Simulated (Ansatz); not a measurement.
CaSe (rock salt, Fm-3m), a = b = c = 5.935 Å, α = β = γ = 90.00°; the cell used has 2 atoms.

Relaxed with r²SCAN.

### Question
Give the optical modes at the zone centre with their infrared and Raman activity from DFPT, r²SCAN (plane waves, PAW; program Ansatz).

### Answer
Transverse frequencies, without the LO–TO term; a row sums one degenerate level.

| ω (cm⁻¹) | degeneracy | IR ((D/Å)²/amu) | Raman (Å⁴/amu) | activity | symmetry |
|---|---|---|---|---|---|
| 180 | 3 | 14.17 | 0 | IR | T1u |

### Question
How high does the top mode go among those that the LO–TO term moves?

### Answer
265 cm⁻¹ for q along x.

The r²SCAN relaxation kept the symmetry of its start; phonons on a q-mesh show no instability.

Potentials: the later of the program's two PAW sets.
